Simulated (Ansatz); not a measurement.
The start is a generated cell, P2W placed in the AFLOW prototype A2B_hP9_147_g_ad (B_b, as in ZnAg2). A full variable-cell relaxation at zero pressure is run with PBEsol (plane waves to 420 eV, PAW, scalar-relativistic; Ansatz, a program for electronic structure). First-step values are on the input's coarse k-mesh.

Ansatz input (later rounds restart from its end on a renewed k-mesh):
Ansatz 0.2 input:
```yaml
crystal:
  lattice:
    - [7.4581951, 0, 0]
    - [-3.7290976, 6.4589865, 0]
    - [0, 0, 2.7540431]
  atoms:
    - { symbol: W, position: [0, 0, 0] }
    - { symbol: W, position: [0.66666667, 0.33333333, 0.75] }
    - { symbol: W, position: [0.33333333, 0.66666667, 0.25] }
    - { symbol: P, position: [0.66667, 0.66667, 0.75] }
    - { symbol: P, position: [0, 0.33333, 0.75] }
    - { symbol: P, position: [0.33333, 0, 0.75] }
    - { symbol: P, position: [0.33333, 0.33333, 0.25] }
    - { symbol: P, position: [0, 0.66667, 0.25] }
    - { symbol: P, position: [0.66667, 0, 0.25] }
basis: { ecutwfc: 420, ecutrho_ratio: 4, xc_grid: 2, fft_grid_basis: typed }
kpoints: { mp_grid: { grid: [4, 4, 8] } }
hamiltonian:
  xc: pbesol
  dispersion: none
  pseudopotentials: { kind: paw }
scf: { occupations: { method: fermi_dirac, width: 0.05 } }
relax: { f_tol: 0.01, max_steps: 100, cell: { stress_tol: 0.02 } }
output: { forces: true, stress: true }
```

```json
{
 "largest_initial_force": "about 1.4 eV/Å, on P4, P5, P6, P7, P8, P9 (atoms numbered as listed)",
 "outcome": "The space group stays P-3 (No. 147) (the run could not lower it); the end is AFLOW prototype A2B_hP9_147_g_ad (B_b, as in ZnAg2), with 9 atoms in the primitive cell",
 "energy_released": "0.35 eV/atom",
 "band_gap_at_the_end": "zero (metallic)",
 "optimiser_moves": "10"
}
```

The end point of the relaxation:

```cif
data_P6W3
_chemical_formula_sum 'W3 P6'
_space_group_name_H-M_alt 'P-3'
_space_group_IT_number 147
_space_group_name_Hall '-P 3'
_cell_length_a 6.94137
_cell_length_b 6.94137
_cell_length_c 3.04372
_cell_angle_alpha 90.000
_cell_angle_beta 90.000
_cell_angle_gamma 120.000
loop_
_atom_site_label
_atom_site_type_symbol
_atom_site_symmetry_multiplicity
_atom_site_Wyckoff_symbol
_atom_site_fract_x
_atom_site_fract_y
_atom_site_fract_z
_atom_site_occupancy
W1 W 1 a 0.00000 0.00000 0.00000 1
W2 W 2 d 0.33333 0.66667 0.27421 1
P1 P 6 g 0.37158 0.31982 0.23331 1
```

Final values are on a 8×8×15 k-mesh of the relaxed cell. No spin polarisation in the result.

The run could not lose the symmetry of its start: the end is stationary, and may be a saddle point rather than a minimum.

The relaxed structure here is a generated cell of P2W: the first start was made by placing the elements on the sites of a structure type, and the end was not matched to a known phase here, so it may be hypothetical.
